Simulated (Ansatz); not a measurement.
Here is the system:

Bi2Te3:
Space group R-3m, hexagonal axes (No. 166); a = b = 4.3541 Å, c = 29.8705 Å, α = β = 90.00°, γ = 120.00°

```
atom  site  symmetry       x       y       z
----  ----  --------  ------  ------  ------
Bi      6c        3m  0.0000  0.0000  0.4003
Te      6c        3m  0.0000  0.0000  0.2090
Te      3a       -3m  0.0000  0.0000  0.0000
```
(The calculation used a cell of 5 atoms; values per cell refer to that cell.)

This is the LDA-relaxed structure.

Problem. All from LDA (plane waves, PAW; program Ansatz), unless another level is named. Give the hole effective mass.

Solution. 0.042, 0.042, 0.079 mₑ (principal values).

Problem. Next, the formation energy from the elements (no fitted shifts)?

Solution. -0.21 eV/atom.

Problem. And the band gap?

Solution. 0.15 eV (direct).

Problem. Give the electron effective mass.

Solution. 0.066, 0.066, 0.075 mₑ (principal values).

Problem. Give the valence-band maximum.

Solution. at Γ.

The LDA relaxation kept the symmetry of its start. A crystal of weakly bound layers computed without a dispersion correction: the cell and the soft elastic constants depend strongly on that. The references are the lowest solids computed at this level, not always the standard phases. Scalar-relativistic: spin–orbit coupling is off unless named, which matters more the heavier the elements.

Potentials: the earlier of the program's two PAW sets. The files were generated under PBE; for other functionals the program regenerates the frozen cores, and for LDA and PBEsol the local potential too.
